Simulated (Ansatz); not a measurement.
Relaxed Si (diamond):

```yaml
crystal:
  lattice:
    - [0.00000, 2.71678, 2.71678]
    - [2.71678, 0.00000, 2.71678]
    - [2.71678, 2.71678, 0.00000]
  atoms:
    - { symbol: Si, position: [0.50000, 0.50000, 0.50000] }
    - { symbol: Si, position: [0.75000, 0.75000, 0.75000] }
```

Calculation: PBEsol (plane waves to 420 eV, PAW, scalar-relativistic; Ansatz, a program for electronic structure). k mesh 9×9×9 (Γ-centred), Fermi-Dirac smearing 0.05 eV. As the smearing reaches across the gap at some points, energies and forces of such displacements shift with the k mesh and the smearing. Si was relaxed with its symmetry unable to fall. The PAW data are Ansatz's earlier set.

One atom of the cell was then moved (with its periodic images), all else fixed, and the forces (eV/Å) came out as:

```json
[
 {"atom": "Si1", "Fx": "-5.200", "Fy": "0.000", "Fz": "0.000"},
 {"atom": "Si2", "Fx": "5.200", "Fy": "0.000", "Fz": "0.000"}
]
```

With two atoms only their relative shift counts; take Si2 as fixed.

Problem. Which atom was moved, and by which vector (Å)?

Solution. Si1, by (0.71, 0.00, 0.00), 0.71 Å in all.

(A displaced cell: forces are minus the slopes of the energy, force constants its curvatures, and phonons follow from these.)
